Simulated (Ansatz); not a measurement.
A geometry of Mo away from equilibrium: step 2 of the relaxation of a relaxed Mo cell displaced along its unstable phonon at q = (½, ½, 0) of its primitive reciprocal cell (169i cm⁻¹), largest move 0.15 Å. Method: PBEsol (plane waves to 420 eV, PAW, scalar-relativistic; Ansatz, a quantum-chemistry and plane-wave program). Γ-centred k-mesh 7×14×13 on the run's cell (coarser than for final values), Fermi–Dirac smearing 0.05 eV.

```xyz
2
Lattice="2.6092 -4.9295 0.0000 2.6092 0.0000 0.0000 0.0000 0.0000 2.5049" Properties=species:S:1:pos:R:3 pbc="T T T"
Mo     0.0000     0.0000     0.3469
Mo     1.3046    -2.4647    -0.3469
```

**Question.** Predict the force on each atom, in eV/Å.

**Answer.** 
```json
[
 {"atom": "Mo1", "Fx": "0.00", "Fy": "0.00", "Fz": "1.06"},
 {"atom": "Mo2", "Fx": "0.00", "Fy": "0.00", "Fz": "-1.06"}
]
```

**Question.** What is the pressure?

**Answer.** -1.1 GPa, compression positive.

**Question.** How much energy per atom can still be gained by relaxing?

**Answer.** 0.21 eV/atom; the path ends in I4/mmm (No. 139).

No spin polarisation in the result.

The run could not lose the symmetry of its start, so the end can be a saddle point.

The end of the path is a generated cell of Mo: the first start was made by placing the elements on the sites of a structure type, and the end was not matched to a known phase here, so it may be hypothetical. Known forms of Mo include space group No. 229.
